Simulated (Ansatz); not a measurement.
CoW3 (Pm-3m), a vibration from a frozen displacement

Theory: Ansatz 0.2.0, DFT PBEsol, scalar-relativistic, plane waves, PAW. Cutoff 420 eV, Γ-centred 12×12×12 k-points, Gaussian smearing of 0.15 eV. Spin–orbit coupling is left out, which matters for the heavy elements here. No spin polarisation. A magnetic state may lie lower. Energies are free energies at this smearing, counted from the undisturbed cell; pressure is positive in compression.

Reference structure (relaxed at this level; it needn't be the usual structure):

```yaml
crystal:
  lattice:
    - [3.85824, 0.00000, 0.00000]
    - [0.00000, 3.85824, 0.00000]
    - [0.00000, 0.00000, 3.85824]
  atoms:
    - { symbol: Co, position: [0.00000, 0.00000, 0.00000] }
    - { symbol: W, position: [0.00000, 0.50000, 0.50000] }
    - { symbol: W, position: [0.50000, 0.00000, 0.50000] }
    - { symbol: W, position: [0.50000, 0.50000, 0.00000] }
```

Every Co atom is moved by x along the Cartesian unit vector (0.000, 0.000, 1.000); the cell and all other atoms stay fixed. The cell's volume is 57.43 Å³; the moved atoms weigh 58.933 u together and the others 551.520 u. Some rows repeat others by symmetry and weren't run.

| x (Å) | ΔE (meV/cell) | total force on the moved atoms along the move (eV/Å) | pressure (GPa) |
| --- | --- | --- | --- |
| -0.5000 | 845.62 | 3.2022 | 11.3859 |
| -0.4375 | 659.55 | 2.7760 | 8.8547 |
| -0.3750 | 496.47 | 2.4502 | 6.5990 |
| -0.3125 | 353.16 | 2.1310 | 4.6235 |
| -0.2500 | 230.95 | 1.7725 | 2.9771 |
| -0.1875 | 132.39 | 1.3757 | 1.6935 |
| -0.1250 | 59.71 | 0.9440 | 0.7732 |
| -0.0625 | 15.06 | 0.4805 | 0.2188 |
| 0.0000 | 0.00 | 0.0000 | 0.0334 |
| 0.0625 | 15.06 | -0.4805 | 0.2188 |
| 0.1250 | 59.71 | -0.9440 | 0.7732 |
| 0.1875 | 132.39 | -1.3757 | 1.6935 |
| 0.2500 | 230.95 | -1.7725 | 2.9771 |
| 0.3125 | 353.16 | -2.1310 | 4.6235 |
| 0.3750 | 496.47 | -2.4502 | 6.5990 |
| 0.4375 | 659.55 | -2.7760 | 8.8547 |
| 0.5000 | 845.62 | -3.2022 | 11.3859 |

**Question.** What frequency belongs to this motion?

**Answer.** The force constant is k = −dF/dx = 7.688 eV/Å², from the parabola through x = -0.0625, 0 and 0.0625. In every cell the moved atoms swing against the rest, so the mass is μ = m₁m₂/(m₁ + m₂) = 53.244 u, and ν̃ = 521.5 cm⁻¹ × √(|k|/μ) = 198 cm⁻¹. The pattern needn't be a normal mode: ν̃² is then a weighted mean of the squared nonzero frequencies at the zone centre of this cell, so it lies between the lowest and the highest of them.

**Question.** How far does the harmonic law reach?

**Answer.** At x = -0.500 Å, kx²/2 = 961.00 meV against the computed 845.62 meV (-12.0 %): the well softens in this direction at large amplitude.

**Question.** The pressure changes with x². What does that say about the frequency under compression?

**Answer.** With E = k(V)x²/2, k ∝ V^(−2γ) and x scaling with the cell as V^(1/3), P − P0 = −∂E/∂V = (2γ − 2/3) ΔE/V. At x = 0.1250 Å, V(P − P0) = 57.43 × 0.73979 / 160.2 eV = 265.20 meV and ΔE = 59.71 meV, so γ = 1/3 + V(P − P0)/(2ΔE) = 2.55. This is the Grüneisen parameter of the motion under uniform scaling of the cell: shrinking the cell evenly by 1 % in volume raises the frequency by about 2.55 %.

In a metal these slopes depend on the k mesh and the smearing.

Cost: 9 runs of about 2 core-minutes in all, on Intel Xeon 6975P-C (Granite Rapids) (shared hosts).